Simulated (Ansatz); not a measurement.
input.yaml

```yaml
crystal:
  lattice:
    - [3.924151, 0.0, 0.0]
    - [0.0, 3.924151, 0.0]
    - [0.0, 0.0, 3.924151]
  atoms:
    - { symbol: Al, position: [0.0, 0.5, 0.5] }
    - { symbol: Al, position: [0.5, 0.0, 0.5] }
    - { symbol: Al, position: [0.5, 0.5, 0.0573372431] }
    - { symbol: Cu, position: [0.0, 0.0, 0.0] }
basis:
  ecutwfc: 420
kpoints:
  mp_grid: { grid: [10, 10, 10] }
hamiltonian:
  xc: pbesol
scf:
  occupations: { method: gaussian, width: 0.1 }
output:
  forces: true
  stress: true
  eigenvalues: true
  write_density: true
  write_potential: true
  elf: true
  volumetric_format: npy
```

Command:
```bash
ansatz run input.yaml --threads 1 --pin off --max-ram 1331MiB --backend cpu --events-out ev --progress --plain --runs-dir out
```

Method: Ansatz 0.2.0, DFT PBEsol, scalar-relativistic, plane waves, PAW.

Part of what the program printed, abridged:

```
Pseudopotentials: kind: paw
Pseudopotential: Al, paw, valence charge 3, recommended cutoff 420 eV (normal)
Pseudopotential: Cu, paw, valence charge 19, recommended cutoff 420 eV (normal)
Functional definition: PBEsol
Crystal: 4 atoms, lattice volume = 60.428 Å³
Basis set: ecut = 420 eV, 1189 PW (Γ), exchange–correlation on 54×54×54 points (8 copies of the dense FFT grid, shifted against one another)
Bands: 18, of which v1, the nominal top of the filled ones, is band 14 counted from 1 (13 counted from 0)
Symmetry: 8 space group operations
Space group: P4mm (ITA 99), of the structure as read, at distance tolerance 3.9e-5 Å
k-points: 126 of 1000 (time reversal used)
Initial density: superposition of atomic densities (neutral atoms: chi_scale 0, normalization atom), corrected by the library's trained network
Initial wavefunctions: pseudopotential atomic-orbital guess
Functional: x = pbesol(κ = 0.804, μ = 0.12345679), c = pbesol(β = 0.046)
SCF iter   1: F=—  HF=-8162.370546 eV  |F-HF|=—  |Δ(HF+E_count)|=         —  Δρ=4.50e-3  dr2=5.86e-3  ethr=1.77e-3  ⟨swp⟩=6.1  Hψ=12277  notcnv=0
SCF iter   2: F=—  HF=-8162.368741 eV  |F-HF|=—  |Δ(HF+E_count)|=   1.81e-3  Δρ=1.14e-3  dr2=1.63e-3  ethr=2.09e-5  ⟨swp⟩=2.5  Hψ=5030  notcnv=0
SCF iter   3: F=—  HF=-8162.368500 eV  |F-HF|=—  |Δ(HF+E_count)|=   2.41e-4  Δρ=7.63e-4  dr2=5.51e-4  ethr=5.80e-6  ⟨swp⟩=1.0  Hψ=2246  notcnv=0
SCF iter   4: F=—  HF=-8162.368356 eV  |F-HF|=—  |Δ(HF+E_count)|=   1.44e-4  Δρ=1.74e-4  dr2=4.40e-5  ethr=1.97e-6  ⟨swp⟩=2.3  Hψ=3354  notcnv=0
SCF iter   5: F=—  HF=-8162.368352 eV  |F-HF|=—  |Δ(HF+E_count)|=   4.57e-6  Δρ=3.00e-5  dr2=1.46e-6  ethr=1.57e-7  ⟨swp⟩=2.2  Hψ=3316  notcnv=0
SCF iter   6: F=-8162.368351 eV  HF=-8162.368351 eV  |F-HF|=7.47e-9  |Δ(HF+E_count)|=   3.69e-7  Δρ=3.01e-6  dr2=7.30e-9  ethr=3.57e-10  ⟨swp⟩=6.6  Hψ=14255  notcnv=0
SCF 1 converged in 6 iterations: F = -8162.368351 eV  dr2 = 7.30e-9
SCF converged after 6 iterations
Free energy (F): -8162.368351 eV
Harris-Foulkes:  -8162.368351 eV  (|F-HF|=7.47e-9)
Internal energy: -8162.363260 eV  (E = F + TS)
E sigma→0 (E₀):  -8162.365806 eV
Entropy (-TS):   -0.005092 eV (-1.273 meV/atom)
Fermi energy:    9.892007 eV
--- Per-component energies (eV) ---
  E_band       = -453.931789
  E_kinetic    = 369.611430
  E_local      = -6042.782797  (includes V_loc(G=0)·N_el)
  E_nonlocal   = 421.794182
  E_hartree    = 2730.076339
  E_xc         = -207.596196
  E_vxc        = -203.324703  (∫ρ·V_xc dr)
  E_paw        = -2990.070296  (= ΣΔE_a)
  E_vpaw       = -459.380791  (= ΣTr[D̂ρ^β])
  E_aug_tail   = 0.000256  (compensation charges beyond the density's cutoff)
  E_ewald      = -2443.659799
  E_core_change = 0.263619  (= ΣΔE_core)
  E_smearing   = -0.005092  (= −TS)
--- Forces (eV/Å), atoms counted from 1 ---
  atom   1  Al     0.00000000     0.00000000     0.80055572
  atom   2  Al     0.00000000     0.00000000     0.80055572
  atom   3  Al     0.00000000     0.00000000    -1.53957087
  atom   4  Cu     0.00000000     0.00000000    -0.06156312
--- Stress (GPa, compression-positive) ---
       -1.228990       0.000000       0.000000
        0.000000      -1.228990       0.000000
        0.000000       0.000000      -0.740690
  P = ⅓ Tr σ = -1.0662 GPa (-10.662 kbar)
--- Band table (eV; the first three rows and the last of 126) ---
  k-point 0: bands = ["-103.0843", "-60.6039", "-60.6022", "-60.6022", "-1.2477", "5.6618", "5.6638", "6.3761", "6.3761", "6.3942", "7.4696", "7.4696", "7.5303", "9.2540", "10.3199", "10.3428", "16.1679", "16.1679"]
  k-point 1: bands = ["-103.0843", "-60.6039", "-60.6022", "-60.6022", "-1.1525", "5.4571", "5.6842", "6.3114", "6.3114", "6.3974", "6.9026", "7.6211", "7.6211", "9.6083", "10.3722", "11.0596", "15.1097", "15.1097"]
  k-point 2: bands = ["-103.0843", "-60.6039", "-60.6022", "-60.6022", "-0.8684", "4.5806", "5.7435", "6.1842", "6.1842", "6.4057", "6.4996", "8.0098", "8.0098", "9.8635", "10.5338", "12.7671", "13.6842", "13.6842"]
  k-point 125: bands = ["-103.0843", "-60.6040", "-60.6023", "-60.6023", "4.4223", "4.5448", "4.5448", "5.1272", "5.9111", "6.0335", "6.0335", "6.5960", "6.5966", "7.4525", "8.0065", "8.0065", "8.0877", "21.3138"]
```

The run converged.